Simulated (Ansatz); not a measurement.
K2RbLaV2O8:
Space group P-3m1 (No. 164); a = b = 6.092 Å, c = 7.771 Å, α = β = 90.00°, γ = 120.00°

```json
[
 {"atom": "K", "site": "2d", "symmetry": "3m.", "x": "0.6667", "y": "0.3333", "z": "0.3071"},
 {"atom": "Rb", "site": "1a", "symmetry": "-3m.", "x": "0.0000", "y": "0.0000", "z": "0.0000"},
 {"atom": "La", "site": "1b", "symmetry": "-3m.", "x": "0.0000", "y": "0.0000", "z": "0.5000"},
 {"atom": "V", "site": "2d", "symmetry": "3m.", "x": "0.3333", "y": "0.6667", "z": "0.2348"},
 {"atom": "O", "site": "2d", "symmetry": "3m.", "x": "0.3333", "y": "0.6667", "z": "0.0226"},
 {"atom": "O", "site": "6i", "symmetry": ".m.", "x": "0.1796", "y": "0.3591", "z": "0.3138"}
]
```

Relaxed with r²SCAN. DFT-r²SCAN in the program Ansatz with PAW potentials gives a gap of 3.91 eV.

**Question.** What gap does HSE06 give on the same cell (Ansatz, PAW)?

**Answer.** 5.06 eV, 1.16 eV more. The hybrid was solved on a coarser mesh and at special points; the gap given is the minimum over both.

```
k  v1 r²SCAN  c1 r²SCAN    v1 HSE06    c1 HSE06
-  ---------  ---------  ----------  ----------
Γ      -0.06       3.91       -0.07        5.06
A      -0.04       4.02  (withheld)  (withheld)
K      -0.13       4.22  (withheld)  (withheld)
H      -0.23       4.40  (withheld)  (withheld)
M       0.00       4.12  (withheld)  (withheld)
L      -0.14       4.20       -0.15        5.40
```

**Question.** Top valence (v1) and lowest conduction level (c1) in eV from each method's valence maximum (which need not be a listed point): supply the withheld HSE06 values.

**Answer.** 
- K, v1 HSE06: -0.14
- K, c1 HSE06: 5.45
- M, v1 HSE06: 0.00
- M, c1 HSE06: 5.32
- A, v1 HSE06: -0.04
- A, c1 HSE06: 5.19
- H, v1 HSE06: -0.25
- H, c1 HSE06: 5.65

Cost on shared cores: the r²SCAN run (SCF on a 5×5×4 mesh, then bands and DOS) about 5 core-minutes (a rough figure), the HSE06 run (SCF on 3×3×2, then a few points) very roughly 6 core-minutes; the tasks are unlike.

The first step of the workflow began from a Materials Project structure, measured or hypothetical; the Crystallography Open Database copy checked does not list it. Its standing as an ambient phase is unchecked. The cell was relaxed with r²SCAN under the symmetry of its start; whether a distortion lowers the energy is not shown. No spin polarisation was allowed. No Hubbard U is applied. Spin–orbit coupling is left out wherever it is not named.

Potentials: the later of the program's two PAW sets.
